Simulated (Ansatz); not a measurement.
GaAs:
```cif
data_As2Ga2
_chemical_formula_sum 'Ga2 As2'
_space_group_name_H-M_alt 'P 1'
_space_group_IT_number 1
_cell_length_a 3.70560
_cell_length_b 3.70560
_cell_length_c 6.33898
_cell_angle_alpha 90.000
_cell_angle_beta 90.000
_cell_angle_gamma 120.000
loop_
_space_group_symop_operation_xyz
  'x, y, z'
loop_
_atom_site_label
_atom_site_type_symbol
_atom_site_fract_x
_atom_site_fract_y
_atom_site_fract_z
_atom_site_occupancy
Ga1 Ga 0.00000 0.00000 0.00000 1
Ga2 Ga 0.00000 0.00000 0.50000 1
As1 As 0.33333 0.66667 0.25000 1
As2 As 0.66667 0.33333 0.75000 1
```

Relaxed with PBEsol.

Problem. Decompose the optical modes at the zone centre into irreducible representations, and say which are infrared and Raman allowed.

Solution. Point group 6/mmm: Γ_opt = A2u + B1g + B2u + E1u + E2g + E2u. Infrared: A2u, E1u. Raman: E2g.

Problem. Assign frequencies (DFPT, PBEsol in the plane-wave PAW code Ansatz).

Solution. E2u 91, A2u 101, E2g 111, E1u 143, B1g 147, B2u 163 cm⁻¹.

Subscripts of B labels follow the axes of the standard setting.

Space group P6_3/mmc (NiAs type). The start of the workflow was typed in or built on a structure type; neither database checked (COD, Materials Project) lists it. It is not the phase usual at ambient conditions (space group No. 216). The cell was relaxed with PBEsol under the symmetry of its start; of distortions, only those at the zone centre were tested. As this level gives no gap, phonon frequencies hold no LO–TO term and depend on the k-mesh and smearing (Fermi–Dirac, 0.1 eV here).

Potentials: the later of the program's two PAW sets.
